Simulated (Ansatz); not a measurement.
**Si: zone-centre modes**

Theory: DFT LDA, scalar-relativistic, plane waves, PAW (Ansatz 0.2.0). Settings: plane waves to 420 eV, k-mesh 10×10×10 (Γ-centred), Gaussian smearing 0.03 eV. No spin polarisation.

Reference structure (relaxed at this level; this form isn't the usual structure):

```
Si
1.0
    -3.30127    3.30127    1.90836
     3.30127   -3.30127    1.90836
     3.30127    3.30127   -1.90836
Si
4
Direct
  0.17884 0.17884 0.35769
  0.82116 0.82116 0.64231
  0.17884 0.82116 0.00000
  0.82116 0.17884 0.00000
```

Harmonic modes by finite displacements of 0.02 Å, without the LO–TO term.

At this geometry, is the structure stable against these modes?

Yes: no mode is imaginary beyond 10 cm⁻¹, and only the three translations lie near zero.

List the wavenumbers in cm⁻¹.

0, 0, 0, 135, 197, 398, 398, 405, 416, 497, 497, 538.

Cost: 1 run of about 6.2 core-minutes, on Intel Xeon Processor @ 2.50GHz (Skylake/Cascade Lake) (shared hosts).